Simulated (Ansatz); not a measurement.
CaO (rock salt, Fm-3m), a = b = c = 4.7667 Å, α = β = γ = 90.00°; the cell used has 2 atoms.

Relaxed with PBEsol.

Q: Give the optical modes at the zone centre with their infrared activity from DFPT, plane-wave PAW PBEsol (Ansatz code).

A: Transverse frequencies, without the LO–TO term; a row sums one degenerate level.

```csv
ω (cm⁻¹),degeneracy,IR ((D/Å)²/amu),activity,symmetry
273,3,33.73,IR,T1u
```

Q: How high does the top mode go among those that the LO–TO term moves?

A: 552 cm⁻¹ for q along x.

The PBEsol relaxation kept the symmetry of its start. The volume moved by -56 % from the start of the relaxation.

Potentials: the earlier of the program's two PAW sets. The files were generated under PBE; for other functionals the program regenerates the frozen cores, and for LDA and PBEsol the local potential too.
